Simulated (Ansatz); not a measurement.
Consider the following.

SiBi₂O₅:
```cif
data_Bi4O10Si2
_chemical_formula_sum 'Si2 Bi4 O10'
_space_group_name_H-M_alt 'P 1'
_space_group_IT_number 1
_cell_length_a 8.05609
_cell_length_b 8.05609
_cell_length_c 5.30615
_cell_angle_alpha 90.000
_cell_angle_beta 90.000
_cell_angle_gamma 39.784
loop_
_space_group_symop_operation_xyz
  'x, y, z'
loop_
_atom_site_label
_atom_site_type_symbol
_atom_site_fract_x
_atom_site_fract_y
_atom_site_fract_z
_atom_site_occupancy
Si1 Si 0.68080 0.31920 0.75000 1
Si2 Si 0.31920 0.68080 0.25000 1
Bi1 Bi 0.61813 0.05158 0.25000 1
Bi2 Bi 0.38187 0.94842 0.75000 1
Bi3 Bi 0.94842 0.38187 0.25000 1
Bi4 Bi 0.05158 0.61813 0.75000 1
O1 O 0.24956 0.24956 0.00000 1
O2 O 0.75044 0.75044 0.50000 1
O3 O 0.75044 0.75044 0.00000 1
O4 O 0.24956 0.24956 0.50000 1
O5 O 0.73528 0.08094 0.75000 1
O6 O 0.26472 0.91906 0.25000 1
O7 O 0.91906 0.26472 0.75000 1
O8 O 0.08094 0.73528 0.25000 1
O9 O 0.50000 0.50000 0.00000 1
O10 O 0.50000 0.50000 0.50000 1
```

This is the r²SCAN-relaxed structure.

All from DFT-r²SCAN in the program Ansatz with PAW potentials, unless another level is named. Give the electron effective mass with spin–orbit coupling.

0.47, 0.48, 1.4 mₑ (principal values).

Predict the smallest direct gap on the standard path.

3.34 eV.

Give the hole effective mass.

0.64, 2.2, 4.4 mₑ (principal values).

Predict the electron effective mass.

0.39, 0.41, 1.8 mₑ (principal values).

Give the gap with spin–orbit coupling.

2.90 eV.

And the weight of the conduction-edge state by species (Voronoi cells)?

O 52 %, Bi 46 %, Si 2 %.

Space group Cmcm. The start of the workflow was typed in or built on a structure type; neither database checked (COD, Materials Project) lists it. Its standing as an ambient phase is unchecked. Symmetry was held in the r²SCAN relaxation; whether a distortion lowers the energy is not shown. Scalar-relativistic: spin–orbit coupling is off unless named, which matters more the heavier the elements.

Potentials: the earlier of the program's two PAW sets.
